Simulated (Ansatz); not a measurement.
**What a change of settings does: Cl (hcp type)**

First run: DFT, LDA, PAW with Ansatz's default frozen-core files, scalar-relativistic (Ansatz 0.2.0).

Command: `ansatz run input.yaml --threads 1 --pin off --max-ram 2048MiB --backend cpu --events-out ev --progress --plain --runs-dir out` It took 14 s on 1 thread of Arm Neoverse V1, with other jobs on the host, peak memory 0.31 GiB.

```yaml
crystal:
  lattice:
    - [2.9894564916, 0.0, 0.0]
    - [-1.4947282458, 2.5889452652, 0.0]
    - [0.0, 0.0, 3.4240761988]
  atoms:
    - { symbol: Cl, position: [0.3333333333, 0.6666666667, 0.25] }
    - { symbol: Cl, position: [0.6666666667, 0.3333333333, 0.75] }
kpoints:
  mp_grid: { grid: [15, 15, 8] }
scf:
  occupations: { method: fermi_dirac, width: 0.1 }
hamiltonian:
  xc: lda
  pseudopotentials: { kind: paw }
output:
  forces: true
  stress: true
  write_density: true
  write_potential: true
  elf: true
  volumetric_format: npy
relax:
  f_tol: 0.005
  max_steps: 30
  cell: { stress_tol: 0.23, fix: [volume] }
```

The cell comes from a relaxation on PAW files under the same functional, begun from a prototype that needn't be the stable phase.

This run: shape and atoms relaxed at 0.68 of the base cell's volume.

It converges in 38 SCF iterations over all geometries at a pressure of 40.8 GPa, ending at 13.25 Å³/atom, cutoff 420 eV.

The input is then changed:

```diff
   occupations: { method: fermi_dirac, width: 0.1 }
+  mixing: { algorithm: anderson, beta: 0.95, ndim: 1, preconditioner: none }
+  max_iter: 80
 hamiltonian:
   stress: true
-  write_density: true
-  write_potential: true
-  elf: true
-  volumetric_format: npy
 relax:
```

Problem. Does this change harm the result?

Solution. Not here: the run converges in 41 SCF iterations over all geometries at a pressure of 40.8 GPa, ending at 13.25 Å³/atom, cutoff 420 eV, free energy 0.0 meV/atom against the first run's, and its energy lies within 1 meV/atom of the first run's.
